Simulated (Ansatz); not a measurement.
Data:

Si₂Ni:
```yaml
crystal:
  lattice:
    - [3.98296, 0.00000, 0.00000]
    - [-1.99148, 3.44934, 0.00000]
    - [0.00000, 0.00000, 4.61935]
  atoms:
    - { symbol: Ni, position: [0.00000, 0.00000, 0.00000] }
    - { symbol: Si, position: [0.33333, 0.66667, 0.50000] }
    - { symbol: Si, position: [0.66667, 0.33333, 0.50000] }
```

This is the PBE+D3(BJ)-relaxed structure.

**Question.** All from PBE+D3(BJ) in the plane-wave PAW code Ansatz, unless another level is named. Predict the electronic character.

**Answer.** metallic (no gap).

**Question.** Next, the density of states at the Fermi level?

**Answer.** 0.76 states/eV per atom (mean over ±0.08 eV).

**Question.** What about the formation energy from the elements (no fitted shifts)?

**Answer.** 0.85 eV/atom.

Space group P6/mmm. The cell is a constructed one: a structure type filled with these elements; neither database checked (COD, Materials Project) lists it. It is not the phase usual at ambient conditions (space group No. 225). Symmetry was held in the PBE+D3(BJ) relaxation; its stability against distortions is not shown here. The workflow began spin-polarised and lost its moments. The references are the lowest solids computed at this level, not always the standard phases.

Potentials: the earlier of the program's two PAW sets.
